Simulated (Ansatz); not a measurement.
Nb:
```
Nb
1.0
   -1.65446     1.65446     1.65446
    1.65446    -1.65446     1.65446
    1.65446     1.65446    -1.65446
Nb
1
Direct
  0.00000   0.00000   0.00000
```

This is the PBE-relaxed structure.

### Question
All from the program Ansatz at the PBE level (PAW), unless another level is named. Predict the Poisson's ratio.

### Answer
0.42.

### Question
Give the elastic constants (relaxed ions, GPa).

### Answer
C11 = 245, C12 = 133, C44 = 16.3.

Space group Im-3m (bcc (W type)). Symmetry was held in the PBE relaxation. The run is not spin-polarised. As this level gives no gap, shear constants depend on the k-mesh and smearing (Fermi–Dirac, 0.1 eV here). On the denser mesh and wider smearing of the elastic run this cell carries a stress of 0.4 GPa.

Potentials: the later of the program's two PAW sets.
